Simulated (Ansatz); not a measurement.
CoGe₂: computed property card

CoGe₂:
Space group Cmce (No. 64); a = 10.7589 Å, b = 5.5904 Å, c = 5.5913 Å, α = 90.00°, β = 90.00°, γ = 90.00°

| atom | site | symmetry | x | y | z |
|---|---|---|---|---|---|
| Co | 8d | 2.. | 0.3833 | 0.0000 | 0.0000 |
| Ge | 8f | m.. | 0.0000 | 0.1587 | 0.1587 |
| Ge | 8e | .2. | 0.2500 | 0.2519 | 0.2500 |
(The calculation used a cell of 12 atoms; values per cell refer to that cell.)

Space group Cmce (No. 64); conventional cell a = 10.759 Å, b = 5.590 Å, c = 5.591 Å, α = β = γ = 90.00°.

Method: plane-wave PAW PBEsol (Ansatz code). The cell and atoms are relaxed at this level. Other levels are named where they apply.

### Cell and energy

- Volume per atom = 14.01 Å³
- Density = 8.07 g/cm³
- Formation energy from the elements (no fitted shifts) = -23 kJ/mol-atom

### Electronic structure

- Electronic character: metallic (no gap)
- Density of states at the Fermi level: 0.33 states/eV per atom (mean over ±0.08 eV)

The first step of the workflow began from a Materials Project structure, measured or hypothetical; the Crystallography Open Database copy checked does not list it. Its standing as an ambient phase is unchecked. The PBEsol relaxation kept the symmetry of its start; whether a distortion lowers the energy is not shown. No spin polarisation was allowed. The references are the lowest solids computed at this level, not always the standard phases. Scalar-relativistic: spin–orbit coupling is off unless named, which matters more the heavier the elements.

Potentials: the later of the program's two PAW sets.
